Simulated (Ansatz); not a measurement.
# Equation of state of Ga

```
Ga
1.0
     1.42040   -3.98202    0.00000
     1.42040    3.98202    0.00000
     0.00000    0.00000    3.10529
Ga
2
Cartesian
  1.4204 -2.9228 0.7763
  1.4204 2.9228 2.3290
```

The geometry is COD entry 9012485, unchecked; take it as a test cell. The listed cell was then made from it by scaling, straining or moving an atom.

All numbers are computed: DFT, LDA, all-electron LAPW, scalar-relativistic (Ansatz 0.2.0); DFT, LDA, PAW with Ansatz's default frozen-core files, scalar-relativistic (Ansatz 0.2.0).

For LAPW: a Γ-centred 12×12×10 k mesh, Fermi–Dirac smearing of 0.08 eV, basis error target 1 meV/atom, no spin polarisation. PAW takes a cutoff of 420 eV at this cell (files made with PBE, cores remade for this functional). The Ansatz runs share mesh, smearing and spin set-up. Plane-wave (PAW) pressures include the program's estimate of the Pulay term.

The cell above is scaled evenly, with fractional coordinates and shape held.

| V/V(cell) | V (Å³/atom) | P, LAPW (GPa) | P, PAW (GPa) | free energy over the lowest listed, PAW (meV/atom) |
| --- | --- | --- | --- | --- |
| 1.0000 | 17.564 | -0.59 | -0.64 | 0.0 |
| 1.0213 | 17.937 | -1.80 | -1.85 | 2.9 |
| 1.0426 | 18.311 | -2.86 | -2.91 | 8.5 |
| 1.0532 | 18.498 | -3.34 | -3.39 | 12.2 |
| 1.0745 | 18.872 | -4.22 | -4.26 | 21.1 |
| 1.0851 | 19.058 | ? | ? | ? |
| 1.1064 | 19.432 | -5.33 | -5.37 | 38.0 |
| 1.1277 | 19.806 | -5.96 | -6.00 | 51.3 |

(1) Fill in the row V/V(cell) = 1.0851.

## Answers

(1) P, LAPW (GPa) = -4.61, P, PAW (GPa) = -4.66, free energy over the lowest listed, PAW (meV/atom) = 26.3.
